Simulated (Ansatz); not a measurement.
Space group I4/mmm (No. 139). a = 4.259 Å, b = 4.259 Å, c = 9.091 Å, α = 90.00°, β = 90.00°, γ = 90.00°
```
atom site symmetry x y z
  Ga    4d      -4m2  0.0000  0.5000  0.2500
  Ga    2b     4/mmm  0.5000  0.5000  0.0000
  Sb    2a     4/mmm  0.0000  0.0000  0.0000
```

Equation of state of this Ga3Sb structure (not necessarily the ground state), with shape and atoms relaxed at each volume where symmetry leaves them free. It has no gap at any of these volumes. These are results of Ansatz 0.2.0, DFT PBEsol, scalar-relativistic, plane waves, PAW, not measurements.

Cutoff 420 eV; k points 14×14×14 on the computed 4-atom cell (Γ-centred); Gaussian smearing, width 0.10 eV; no spin polarisation.

```tsv
V (Å³/atom)	E − E(largest V) (meV/atom)	P (GPa)
19.372	8.78	4.00
19.990	-2.28	1.83
20.608	-5.68	0.01
21.226	-2.68	-1.51
21.845	0.00	-2.65
```

Task: Fit a third-order Birch–Murnaghan equation to E(V).

Result: V0 = 20.55 Å³/atom, B0 = 41 GPa, B0' = 26.3. B0' is unusual or poorly fixed by this range.

Spin-orbit coupling is left out, which matters for the bands of heavy elements.

Cost: 5 runs of about 7.7 core-minutes in all, on Intel Xeon 6975P-C (Granite Rapids) (shared hosts).